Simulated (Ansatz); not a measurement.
# Orbital-resolved density of states of CdInS2

```xyz
4
Lattice="3.8695 0.0000 0.0000 -1.9347 3.3511 0.0000 0.0000 0.0000 6.8105" Properties=species:S:1:pos:R:3 pbc="T T T"
Cd    0.0000    0.0000    0.0000
In    0.0000    0.0000    3.4053
S     1.9347    1.1170    5.1423
S     0.0000    2.2341    1.6682
```

Atom numbers follow the list: Cd1, In2, S3, S4.

The cell is the one relaxed in the Materials Project (mp-20519), not relaxed further here; entries there can be hypothetical.

Spin–orbit coupling is left out, though it moves levels of the heavy atoms by tenths of an eV or more.

All numbers below come from DFT, PBE, all-electron LAPW, scalar-relativistic in Ansatz 0.2.0.

Numerical set-up: a Γ-centred 11×11×6 k mesh, Fermi–Dirac smearing of 0.08 eV, basis error target 1 meV/atom, no spin polarisation.

States per eV for one atom of each kind, in 0.4 eV bins named by their centres, from the Fermi level, projected on a minimal set of Löwdin-orthogonalised atomic shells; orbitals are real harmonics on the Cartesian axes, equal curves share a column, and empty bins are left out, as is all above 5.3 eV, near the top of the computed bands.

Cd1 4d:

```
# E all dz2 dxz=dyz dx2-y2=dxy
-13.5 0.01 0.00 0.00 0.00
-13.1 0.07 0.00 0.02 0.01
-12.7 0.18 0.00 0.06 0.03
-12.3 0.02 0.00 0.01 0.00
-8.7 21.38 4.49 4.35 4.10
-8.3 2.50 0.32 0.36 0.73
-6.7 0.01 0.01 0.00 0.00
-6.3 0.11 0.07 0.02 0.01
-5.9 0.13 0.05 0.02 0.02
-5.5 0.06 0.01 0.01 0.02
-5.1 0.04 0.01 0.01 0.01
-4.7 0.01 0.00 0.00 0.00
-4.3 0.03 0.01 0.00 0.01
-3.9 0.03 0.01 0.01 0.01
-3.5 0.04 0.01 0.01 0.01
-3.1 0.06 0.01 0.02 0.01
-2.7 0.08 0.00 0.02 0.01
-2.3 0.10 0.00 0.04 0.01
-1.9 0.06 0.00 0.02 0.01
-1.5 0.01 0.00 0.00 0.00
-0.3 0.01 0.00 0.00 0.00
0.1 0.01 0.00 0.00 0.00
0.5 0.01 0.00 0.00 0.00
4.1 0.01 0.00 0.00 0.00
4.5 0.01 0.00 0.00 0.00
```

In2 5p:

```
# E all pz px=py
-13.9 0.02 0.00 0.01
-13.5 0.15 0.02 0.06
-13.1 0.45 0.15 0.15
-12.7 0.38 0.19 0.09
-12.3 0.02 0.01 0.01
-8.7 0.08 0.04 0.02
-8.3 0.01 0.00 0.01
-6.3 0.03 0.00 0.01
-5.9 0.06 0.00 0.03
-5.5 0.22 0.12 0.05
-5.1 0.28 0.16 0.06
-4.7 0.10 0.06 0.02
-4.3 0.30 0.10 0.10
-3.9 0.24 0.09 0.08
-3.5 0.23 0.07 0.08
-3.1 0.30 0.07 0.11
-2.7 0.24 0.07 0.09
-2.3 0.19 0.04 0.07
-1.9 0.07 0.02 0.03
-0.7 0.02 0.00 0.01
-0.3 0.05 0.01 0.02
0.1 0.04 0.01 0.02
0.5 0.05 0.01 0.02
0.9 0.08 0.01 0.04
1.3 0.17 0.01 0.08
1.7 0.32 0.07 0.13
2.1 0.29 0.12 0.08
2.5 0.30 0.11 0.09
2.9 0.56 0.15 0.20
3.3 0.77 0.25 0.26
3.7 0.73 0.22 0.25
4.1 1.47 0.46 0.51
4.5 1.85 0.77 0.54
4.9 1.31 0.35 0.48
```

S3 3p:

```
# E all pz px=py
-13.1 0.01 0.00 0.00
-12.7 0.01 0.01 0.00
-8.7 0.31 0.10 0.10
-8.3 0.02 0.02 0.00
-6.7 0.03 0.03 0.00
-6.3 0.56 0.15 0.21
-5.9 0.54 0.25 0.15
-5.5 0.41 0.11 0.15
-5.1 0.68 0.22 0.23
-4.7 0.36 0.14 0.11
-4.3 0.82 0.41 0.21
-3.9 0.73 0.31 0.21
-3.5 0.84 0.29 0.28
-3.1 1.34 0.43 0.45
-2.7 1.65 0.60 0.52
-2.3 1.92 0.62 0.65
-1.9 1.06 0.05 0.50
-1.5 0.17 0.00 0.08
-1.1 0.02 0.01 0.01
-0.7 0.10 0.04 0.03
-0.3 0.26 0.12 0.07
0.1 0.25 0.10 0.08
0.5 0.25 0.11 0.07
0.9 0.15 0.07 0.04
1.3 0.11 0.03 0.04
1.7 0.20 0.06 0.07
2.1 0.20 0.06 0.07
2.5 0.10 0.03 0.03
2.9 0.10 0.03 0.03
3.3 0.13 0.05 0.04
3.7 0.12 0.06 0.03
4.1 0.25 0.09 0.08
4.5 0.30 0.09 0.11
4.9 0.15 0.03 0.06
```

Cd1 5s:

```
# E all
-13.9 0.03
-13.5 0.08
-13.1 0.08
-12.7 0.06
-8.7 0.03
-6.7 0.02
-6.3 0.16
-5.9 0.10
-5.5 0.22
-5.1 0.39
-4.7 0.18
-4.3 0.09
-3.9 0.04
-3.5 0.03
-3.1 0.06
-2.7 0.05
-2.3 0.04
-1.9 0.01
-1.5 0.01
-1.1 0.04
-0.7 0.09
-0.3 0.16
0.1 0.10
0.5 0.08
0.9 0.15
1.3 0.31
1.7 0.57
2.1 0.47
2.5 0.17
2.9 0.12
3.3 0.14
3.7 0.12
4.1 0.11
4.5 0.11
4.9 0.05
```

In2 5s:

```
# E all
-13.9 0.03
-13.5 0.10
-13.1 0.08
-12.7 0.03
-12.3 0.01
-8.7 0.10
-6.7 0.03
-6.3 0.74
-5.9 0.77
-5.5 0.13
-5.1 0.06
-4.7 0.05
-4.3 0.05
-3.9 0.04
-3.5 0.04
-3.1 0.06
-2.7 0.07
-2.3 0.05
-1.9 0.01
-1.5 0.01
-1.1 0.06
-0.7 0.24
-0.3 0.53
0.1 0.49
0.5 0.42
0.9 0.19
1.3 0.05
1.7 0.07
2.1 0.08
2.5 0.05
2.9 0.04
3.3 0.05
3.7 0.04
4.1 0.04
4.5 0.01
```

S3 3s:

```
# E all
-13.9 0.08
-13.5 0.43
-13.1 1.14
-12.7 1.84
-12.3 0.30
-8.7 0.06
-8.3 0.03
-6.3 0.03
-5.9 0.08
-5.5 0.03
-5.1 0.04
-4.7 0.04
-4.3 0.03
-3.9 0.02
-3.5 0.02
-3.1 0.02
-2.7 0.02
-2.3 0.01
-1.9 0.01
-0.7 0.01
-0.3 0.01
0.1 0.02
0.5 0.02
0.9 0.02
1.3 0.03
1.7 0.06
2.1 0.06
2.5 0.03
2.9 0.03
3.3 0.04
3.7 0.03
4.1 0.03
4.5 0.04
4.9 0.01
```
